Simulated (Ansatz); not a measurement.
Ag (β-Sn type, I4_1/amd) at seven volumes, the program Ansatz at the PBE level (PAW), shape and atoms relaxed at each. One row is withheld.

| V (Å³/atom) | P (GPa) |
|---|---|
| 17.986 | 9.06 |
| 18.579 | ? |
| 19.172 | 2.43 |
| 19.765 | -0.01 |
| 20.358 | -2.00 |
| 20.951 | -3.63 |
| 21.544 | -4.95 |

**Question.** Fit the shown pressures and predict the withheld one.

**Answer.** P = (3/2)B₀(x^(7/2) − x^(5/2))[1 + (3/4)(B′ − 4)(x − 1)] with x = (V₀/V)^(2/3). Least squares on the six rows gives V₀ = 19.763 Å³/atom, B₀ = 73.5 GPa, B′ = 5.73. At V = 18.579, x = 1.0420 and P = 5.42 GPa. The run itself gave 5.41 GPa.

The start of the workflow was typed in or built on a structure type; neither database checked (COD, Materials Project) lists it. It is not the phase usual at ambient conditions (space group No. 225). Symmetry was held in the PBE relaxation; whether a distortion lowers the energy is not shown. No spin polarisation was allowed.

Potentials: the earlier of the program's two PAW sets.
